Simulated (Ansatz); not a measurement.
Below is a relaxed structure of SnPb3Se4. The cell was found from a structure generator's guess, not taken from experiment.

Level of theory: DFT PBE, scalar-relativistic, plane waves, PAW in Ansatz. Cutoff 420 eV, Γ-centred mesh, Gaussian smearing, no spin polarisation.

```
Sn Pb Se
1.0
     4.38169    2.52977    3.58903
    -4.38169    2.52977    3.58903
     0.00000   -5.05954    3.58903
Sn Pb Se
1 3 4
Cartesian
  0.0000 0.0000 10.6075
  2.1908 1.2649 7.1460
  0.0000 -2.5298 7.1460
  -2.1908 1.2649 7.1460
  0.0000 0.0000 5.4109
  2.2751 1.3136 1.8827
  0.0000 -2.6271 1.8827
  -2.2751 1.3136 1.8827
```

The zero of energy is the elements' standard structures at the same level; no fitted shifts are applied. The references include grey tin.

Problem. What space group does it have?

Solution. R3m (No. 160), with Sn and Pb ordered on rock salt sites. Conventional cell: a = 8.763 Å, c = 10.767 Å. Around Sn lie 3 Se at 2.88 Å and 3 Se at 3.33 Å; Pb has 6 Se at 3.07–3.14 Å; Se on a site of symmetry 3m has 6 Pb at 3.07–3.14 Å; around Se on a site of symmetry m lie 1 Sn at 2.88 Å, 4 Pb at 3.08–3.14 Å and 1 Sn at 3.33 Å.

Problem. How far does it lie from the elements in energy?

Solution. −0.531 eV/atom. A negative formation energy is needed for stability but isn't enough: competing phases decide.

Problem. Is it a metal?

Solution. No, the gap on the 6×6×6 mesh is 0.13 eV.

The last run used a 6×6×6 mesh for its 8-atom cell and Gaussian smearing of 0.01 eV. These runs have no spin–orbit coupling, which can matter for Pb. Kohn–Sham gaps at this level usually fall short of measured ones. The missing spin–orbit coupling can work the other way here. The reference form of Se is held partly by dispersion forces, which this level lacks. Small gaps are read on the mesh alone, and bands can cross between its points. This cell was reached by moving the atoms of another relaxed cell at random and relaxing again, last within the group found; it had no such test of its own.
